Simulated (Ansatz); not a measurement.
A geometry of Ti away from equilibrium: the start of the relaxation of a generated trial cell of Ti in the AFLOW prototype A_cI16_220_c (as in Li). Calculation: PBEsol (plane waves to 420 eV, PAW, scalar-relativistic; Ansatz, a first-principles code). Γ-centred k-mesh 7×7×7 on the run's cell (coarser than for final values), Fermi–Dirac smearing 0.05 eV.

```xyz
8
Lattice="-3.2806 3.2806 3.2806 3.2806 -3.2806 3.2806 3.2806 3.2806 -3.2806" Properties=species:S:1:pos:R:3 pbc="T T T"
Ti     1.3188     1.3188     1.3188
Ti    -1.3188     1.9618     1.3188
Ti     1.9618     1.3188    -1.3188
Ti     1.3188    -1.3188     1.9618
Ti     2.9591     2.9591     2.9591
Ti     0.3215     3.6021    -0.3215
Ti     3.6021    -0.3215     0.3215
Ti    -0.3215     0.3215     3.6021
```

Problem. What forces act on the atoms (eV/Å)?

Solution. 
```tsv
atom	Fx	Fy	Fz
Ti1	0.90	0.90	0.90
Ti2	-0.90	-0.90	0.90
Ti3	-0.90	0.90	-0.90
Ti4	0.90	-0.90	-0.90
Ti5	0.90	0.90	0.90
Ti6	-0.90	-0.90	0.90
Ti7	-0.90	0.90	-0.90
Ti8	0.90	-0.90	-0.90
```

Problem. What is the pressure?

Solution. -2.8 GPa, compression positive.

Problem. How much energy per atom can still be gained by relaxing?

Solution. 0.28 eV/atom; the path ends in I-43d (No. 220) (AFLOW prototype A_cI16_220_c (as in Li)).

No spin polarisation in the result.

The run could not lower the symmetry of its start; a shaken copy of this end point relaxes with PBEsol to P6₃/mmc (No. 194), 0.06 eV/atom lower.

The end of the path is a generated cell of Ti: the first start was made by placing the elements on the sites of a structure type, and the end was not matched to a known phase here, so it may be hypothetical. Known forms of Ti include space group No. 194.
